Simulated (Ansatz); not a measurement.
Given:

NbP:
```cif
data_Nb4P4
_chemical_formula_sum 'Nb4 P4'
_space_group_name_H-M_alt 'I41md'
_space_group_IT_number 109
_space_group_name_Hall 'I 4bw -2'
_cell_length_a 3.30354
_cell_length_b 3.30354
_cell_length_c 11.22959
_cell_angle_alpha 90.000
_cell_angle_beta 90.000
_cell_angle_gamma 90.000
loop_
_atom_site_label
_atom_site_type_symbol
_atom_site_symmetry_multiplicity
_atom_site_Wyckoff_symbol
_atom_site_fract_x
_atom_site_fract_y
_atom_site_fract_z
_atom_site_occupancy
Nb1 Nb 4 a 0.00000 0.00000 0.74911 1
P1 P 4 a 0.00000 0.00000 0.16689 1
```
(The calculation used a cell of 4 atoms; values per cell refer to that cell.)

This is the LDA-relaxed structure.

### Question
All from plane-wave PAW LDA (Ansatz code), unless another level is named. Give the electronic character.

### Answer
no gap, with almost no states at the Fermi level (zero-gap or semimetallic).

### Question
What about the formation energy from the elements (no fitted shifts)?

### Answer
-1.12 eV/atom.

Space group I4_1md. The LDA relaxation kept the symmetry of its start; of distortions, only those at the zone centre were tested. No spin polarisation was allowed. A small band overlap can be real or an error of a semilocal functional. The references are the lowest solids computed at this level, not always the standard phases. Spin–orbit coupling is left out wherever it is not named.

Potentials: the later of the program's two PAW sets.
